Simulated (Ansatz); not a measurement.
# An Ansatz input for ZnS

```yaml
crystal:
  lattice:
    - [3.8079618786, 0.0, 0.0]
    - [-1.9039809393, 3.2977917235, 0.0]
    - [0.0, 0.0, 18.67874373]
  atoms:
    - { symbol: Zn, position: [0.3333333333, 0.6666666667, 0.83326482] }
    - { symbol: Zn, position: [0.6666666667, 0.3333333333, 0.33326482] }
    - { symbol: Zn, position: [0.6666666667, 0.3333333333, 0.66686373] }
    - { symbol: Zn, position: [0.3333333333, 0.6666666667, 0.16686373] }
    - { symbol: Zn, position: [0.0, 0.0, 0.49994121] }
    - { symbol: Zn, position: [0.0, 0.0, 0.99994121] }
    - { symbol: S, position: [0.3333333333, 0.6666666667, 0.95811559] }
    - { symbol: S, position: [0.6666666667, 0.3333333333, 0.45811559] }
    - { symbol: S, position: [0.6666666667, 0.3333333333, 0.79170821] }
    - { symbol: S, position: [0.3333333333, 0.6666666667, 0.29170821] }
    - { symbol: S, position: [0.0, 0.0, 0.62510743] }
    - { symbol: S, position: [0.0, 0.0, 0.12510743] }
kpoints:
  mp_grid: { grid: [8, 8, 2] }
scf:
  occupations: { method: tetrahedron_uncorrected }
hamiltonian:
  xc: pbe
  pseudopotentials: { kind: nc }
output:
  forces: true
  stress: true
  populations: true
  efg:
    quadrupole_moments_barn: { Zn: 0.122, S: -0.0694 }
    contact_densities: true
```

```sh
ansatz run input.yaml --threads 1 --pin off --max-ram 2560MiB --backend cpu --events-out ev --progress --plain --runs-dir out
```

Task: Does this calculation finish, and if not, why?

Result: The program refused the input. The program says:

```
Error: output.efg without hamiltonian.pseudopotentials.kind: paw|paw_fr|all_electron or hamiltonian.pseudopotentials.kind: all_electron — the all-electron EFG reconstruction needs the PAW one-centre densities; drop the efg request, or set kind: paw (paw_fr under spin-orbit coupling) (under a functional that reads the kinetic-energy density, kind: paw is refused in some combinations and carries risks of its own in the rest: see hamiltonian.xc for the refusals and hamiltonian.pseudopotentials.kind for the risks, both in the input reference; kind: paw is refused beside gw.static_remainder)
```

Against a sound input the change was `scf.occupations.width`: 0.02 → not typed; `scf.occupations.method`: fermi_dirac → tetrahedron_uncorrected; `hamiltonian.pseudopotentials`: {kind: paw} → {kind: nc}. The message points to `hamiltonian.pseudopotentials`.

With the sound settings the run converges and gives V_zz (10²¹ V/m²) Zn1 0.043 (η 0.00), Zn3 0.053 (η 0.00), Zn5 -0.038 (η 0.00), S7 0.081 (η 0.00), S9 0.006 (η 0.00), S11 0.20 (η 0.00); a site carries the number of its first atom in the input.
